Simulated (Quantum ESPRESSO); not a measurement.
Inputs of pw.x and gipaw.x (a modified build of Quantum ESPRESSO, PBE) for BaO; the starting potential comes from an earlier run on another mesh:

```
&CONTROL
  calculation = 'scf'
  prefix = 'x'
  pseudo_dir = './pseudo'
  outdir = './out'
  tprnfor = .true.
/
&SYSTEM
  ibrav = 0
  nat = 2
  ntyp = 2
  ecutwfc = 45
  ecutrho = 180
  occupations = 'fixed'
  nbnd = 8
/
&ELECTRONS
  conv_thr = 1e-11
  startingpot = 'file'
/
ATOMIC_SPECIES
Ba 137.327 Ba.GGA_PBE-JTH.UPF
O 15.999 O.GGA_PBE-JTH.UPF
CELL_PARAMETERS angstrom
    0.000000000000     2.790390000000     2.790390000000
    2.790390000000     0.000000000000     2.790390000000
    2.790390000000     2.790390000000     0.000000000000
ATOMIC_POSITIONS crystal
Ba     0.000000000000     0.000000000000     0.000000000000
O      0.500000000000     0.500000000000     0.500000000000
K_POINTS automatic
6 6 6 1 1 1
```

```
&INPUTGIPAW
  job = 'nmr'
  prefix = 'x'
  tmp_dir = './out/'
  restart_mode = 'from_scratch'
  pawproj(1) = .true.
  pawproj(2) = .true.
  use_nmr_macroscopic_shape = .false.
/
```

Geometry: a computed entry of the Materials Project; it was not checked against measured cells. It is BaO in Fm-3m. Stability against distortions was not tested.

What does gipaw.x print for the total shieldings?


```
     f-sum rule (should be   -18.2319):
           -18.2309         -0.0000         -0.0000
            -0.0000        -18.2309          0.0000
             0.0000         -0.0000        -18.2309

     Total NMR chemical shifts in ppm: ---------------------------------------
     (adopting the Simpson convention for anisotropy and asymmetry)-----------

     Atom  1  Ba  pos: (  0.000000  0.000000  0.000000)  Total sigma:        4449.91
          4449.9094          0.0000          0.0000
             0.0000       4449.9094          0.0000
             0.0000          0.0000       4449.9094

     Ba      1    anisotropy:      0.00    eta:    0.0000
     Ba      1    sigma_11=   4449.91
     Ba      1    sigma_22=   4449.91
     Ba      1    sigma_33=   4449.91

     Atom  2  O   pos: (  0.707107  0.707107  0.707107)  Total sigma:        -458.47
          -458.4746          0.0000          0.0000
             0.0000       -458.4746          0.0000
             0.0000          0.0000       -458.4746

     O       2    anisotropy:      0.00    eta:    0.0000
     O       2    sigma_11=   -458.47
     O       2    sigma_22=   -458.47
     O       2    sigma_33=   -458.47
```
The printed anisotropy is 3/2 (σ_33 − σ_iso) in the program's own order; the axes are left out here. All sites are cubic, so the anisotropy vanishes by symmetry. These are absolute shieldings with no macroscopic susceptibility term; δ = σ_ref − σ needs a reference computed alike. In our sweeps, cutoffs and meshes of this size left a few ppm, and up to some 20 ppm on atoms from Zn on. Spin–orbit coupling is left out; its weight grows with the heaviest atom, Ba here.
